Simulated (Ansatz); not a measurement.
A relaxed cell of Mg2CdSe3 is given with its symmetry left out. The cell was found from a structure generator's guess, not taken from experiment.

The calculation used DFT PBE, scalar-relativistic, plane waves, PAW in Ansatz 0.2.0. Cutoff 420 eV, Γ-centred mesh, Gaussian smearing, no spin polarisation.

```
Mg Cd Se
1.0
     3.95354    0.00000    0.00000
    -1.97677    3.42387    0.00000
     0.00000    0.00000    9.68583
Mg Cd Se
2 1 3
Direct
  0.66667 0.33333 0.16281
  0.33333 0.66667 0.83719
  0.00000 0.00000 0.50000
  0.66667 0.33333 0.67581
  0.00000 0.00000 0.00000
  0.33333 0.66667 0.32419
```

Energies over the elements count from the elements' standard structures at the same level, with no fitted energy shifts.

**Question.** Find its symmetry and describe it.

**Answer.** P-3m1 (No. 164), with Mg and Cd ordered on rock salt sites. Conventional cell: a = 3.954 Å, c = 9.686 Å. Mg has 6 Se at 2.77 Å; around Cd lie 6 Se at 2.85 Å; Se on a site of symmetry 3m is surrounded by 3 Mg at 2.77 Å and 3 Cd at 2.85 Å; around Se on a site of symmetry -3m lie 6 Mg at 2.77 Å.

**Question.** How far does it lie from the elements in energy?

**Answer.** −0.976 eV/atom.

**Question.** Is it a metal?

**Answer.** No, the gap on the 12×12×4 mesh is 0.88 eV.

The last run used a 12×12×4 mesh (in the run's order of axes) for its 6-atom cell and Gaussian smearing of 0.02 eV. Kohn–Sham gaps at this level usually fall short of measured ones. The reference form of Se is held partly by dispersion forces, which this level lacks. Symmetry constrained the relaxation, so the result can be a saddle point. Another cell of Mg2CdSe3 relaxed alike, in P6_3mc, lies 71 meV/atom lower, so this cell isn't the stable form at this level.
